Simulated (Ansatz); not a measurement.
CsCu$_{2}$Br$_{3}$: the gap from level to level

A database entry relaxed whole under r2SCAN at zero pressure (Cmcm, No. 63):

```
Cs Cu Br
1.0
     4.82838   -6.30907    0.00000
     4.82838    6.30907    0.00000
     0.00000    0.00000    5.78413
Cs Cu Br
2 4 6
Direct
  0.32845 0.67155 0.25000
  0.67155 0.32845 0.75000
  0.86539 0.86539 0.00000
  0.13461 0.13461 0.50000
  0.13461 0.13461 0.00000
  0.86539 0.86539 0.50000
  0.87255 0.12745 0.25000
  0.12745 0.87255 0.75000
  0.83531 0.60947 0.25000
  0.16469 0.39053 0.75000
  0.60947 0.83531 0.75000
  0.39053 0.16469 0.25000
```

Its volume is 29.37 Å³ an atom, -0.5 % against the entry's 29.52, a cell as deposited in COD (2023).

Single points on this cell with plane-wave PAW DFT (Ansatz 0.2.0; r2SCAN 500 eV, hybrids 420 eV; fermi-dirac occupations of width 0.020 eV; no moments): r2SCAN on a 4×4×6 Γ-centred mesh; r2SCAN with spin-orbit coupling on a 4×4×4 Γ-centred mesh; HSE06 on a 2×2×4 Γ-centred mesh; PBE0 on a 2×2×4 Γ-centred mesh.

Question: How do gap, pressure and charges move from level to level?

Answer: The runs give:

```
                          level  gap (eV), or kind  pressure (GPa)  Bader charge of Cs (e)  Bader charge of Cu (e)  Bader charge of Br (e)
                         r2SCAN               1.89             0.0                   +0.86                   +0.49                   -0.62
r2SCAN with spin-orbit coupling               1.88             0.0                   +0.87                   +0.49                   -0.62
                          HSE06               3.06             1.0                   +0.87                   +0.48                   -0.61
                           PBE0               3.78             0.9                   +0.87                   +0.48                   -0.61
```

Under r2SCAN the gap is 1.89 eV, over mesh and band path. HSE06 moves it by +1.17 eV and PBE0 by +1.88 eV; PBE0 keeps its exact exchange at long range, which widens the gap over HSE06's by 0.72 eV on their common mesh. Spin-orbit coupling moves the r2SCAN gap by -0.01 eV.

Caveats: the relaxation kept the start's symmetry; HSE06 is read on its mesh and at the zone's corners, PBE0 on its mesh alone; hybrid pressures are good to a few tenths of a GPa; pressure is positive in compression.
